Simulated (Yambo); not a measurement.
**CsAsF6: sweep of GW parameters**

G0W0@PBEsol for CsAsF$_{6}$ (space group R-3, No. 148) in Yambo. Reference settings: 2×2×2 Γ-centred k mesh, 258 bands and a 8 Ry block in the screening, 258 bands in G with the Bruneval-Gonze terminator, plasmon pole fitted at 27.2 eV. The PBEsol gap Γ → Γ on this mesh is 5.67 eV; G0W0 gaps are taken between the same points.

```csv
change from the reference,G0W0 gap Γ → Γ (eV),shift of the valence edge (eV),rough Yambo cost
reference settings,10.13,-2.58,1
"100 bands in W, 100 bands in G",10.37,-2.51,about 1/4
"144 bands in W, 144 bands in G",10.24,-2.53,about 1/3
"201 bands in W, 201 bands in G",10.17,-2.56,within a factor of two
exchange cut at 5 Ry,9.51,2.38,–
exchange cut at 20 Ry,9.88,-1.75,–
"66 bands in W, 66 bands in G, 6 Ry block",10.83,-2.70,about 1/6
"144 bands in W, 144 bands in G, 6 Ry block",10.30,-2.60,about 1/3
"201 bands in W, 201 bands in G, 3 Ry block",10.74,-3.13,about 1/3
"201 bands in W, 201 bands in G, 6 Ry block",10.23,-2.62,about 1/3
3 Ry block,10.71,-3.13,within a factor of two
"66 bands in W, 66 bands in G, 3 Ry block, no terminator",11.41,-3.12,about 1/10
"100 bands in W, 100 bands in G, 3 Ry block, no terminator",10.99,-3.00,about 1/6
"144 bands in W, 144 bands in G, 3 Ry block, no terminator",10.82,-3.01,about 1/4
"3 Ry block, no terminator",10.72,-3.08,about 1/2
```

The reference isn't shown to be the converged limit. Costs are rough (shared machines), scaled to the same edge states, and given only for runs that recompute the screening.

Spin-orbit splittings are left out.

The standard potential for As keeps a d shell in the valence without the s and p states of that shell. In tests on such compounds this moved G0W0 gaps by up to about 0.9 eV, so absolute quasiparticle energies here are unreliable; differences between settings are what counts.

Geometry of the Materials Project entry, not relaxed at this level; primitive cell a = b = c = 5.1671 Å, α = β = γ = 96.53°.

The structure is a Materials Project entry; no match was found in the copy of COD used, and its stability was not checked.

A shift is the quasiparticle energy of the state minus its PBEsol energy.
